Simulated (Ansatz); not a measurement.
LiTaO3:
Space group Pnma (No. 62); a = 5.0661 Å, b = 8.5583 Å, c = 4.6871 Å, α = β = γ = 90.00°

| atom | site | symmetry | x | y | z |
|---|---|---|---|---|---|
| Li | 4b | -1 | 0.0000 | 0.0000 | 0.5000 |
| Ta | 4c | .m. | 0.0569 | 0.2500 | 0.9417 |
| O | 4c | .m. | 0.3888 | 0.2500 | 0.1931 |
| O | 8d | 1 | 0.2043 | 0.6030 | 0.2072 |

Relaxed with PBEsol. PBEsol (plane waves, PAW; program Ansatz) gives a gap of 2.62 eV.

Problem. What gap does HSE06 give on the same cell (Ansatz, PAW)?

Solution. 4.21 eV, 1.59 eV more. The hybrid was solved on a coarser mesh and at special points; the gap given is the minimum over both.

```json
[
 {"k": "Γ", "v1 PBEsol": "0.00", "c1 PBEsol": "2.62", "v1 HSE06": "0.00", "c1 HSE06": "4.21"},
 {"k": "X", "v1 PBEsol": "-0.55", "c1 PBEsol": "3.60", "v1 HSE06": "(withheld)", "c1 HSE06": "(withheld)"},
 {"k": "Z", "v1 PBEsol": "-0.16", "c1 PBEsol": "3.38", "v1 HSE06": "(withheld)", "c1 HSE06": "(withheld)"},
 {"k": "U", "v1 PBEsol": "-0.62", "c1 PBEsol": "4.11", "v1 HSE06": "-0.65", "c1 HSE06": "5.79"},
 {"k": "Y", "v1 PBEsol": "-0.05", "c1 PBEsol": "3.10", "v1 HSE06": "-0.05", "c1 HSE06": "4.69"},
 {"k": "S", "v1 PBEsol": "-0.64", "c1 PBEsol": "3.84", "v1 HSE06": "(withheld)", "c1 HSE06": "(withheld)"},
 {"k": "T", "v1 PBEsol": "-0.16", "c1 PBEsol": "3.41", "v1 HSE06": "-0.15", "c1 HSE06": "5.05"},
 {"k": "R", "v1 PBEsol": "-0.78", "c1 PBEsol": "4.26", "v1 HSE06": "(withheld)", "c1 HSE06": "(withheld)"}
]
```

Problem. Top valence (v1) and lowest conduction level (c1) in eV from each method's valence maximum (which need not be a listed point): supply the withheld HSE06 values.

Solution. 
- X, v1 HSE06: -0.59
- X, c1 HSE06: 5.24
- S, v1 HSE06: -0.69
- S, c1 HSE06: 5.49
- R, v1 HSE06: -0.81
- R, c1 HSE06: 5.94
- Z, v1 HSE06: -0.15
- Z, c1 HSE06: 5.04

Cost on shared cores: the PBEsol run (SCF on a 6×4×6 mesh, then bands and DOS) very roughly 8 core-minutes, the HSE06 run (SCF on 3×2×4, then a few points) around 12 core-minutes (rough); the tasks are unlike.

The first step of the workflow began from a Materials Project structure, measured or hypothetical; the Crystallography Open Database copy checked does not list it. It is not the phase usual at ambient conditions (space group No. 161). The PBEsol relaxation kept the symmetry of its start; whether a distortion lowers the energy is not shown. The run is not spin-polarised. Scalar-relativistic: spin–orbit coupling is off unless named, which matters more the heavier the elements.

Potentials: the later of the program's two PAW sets.
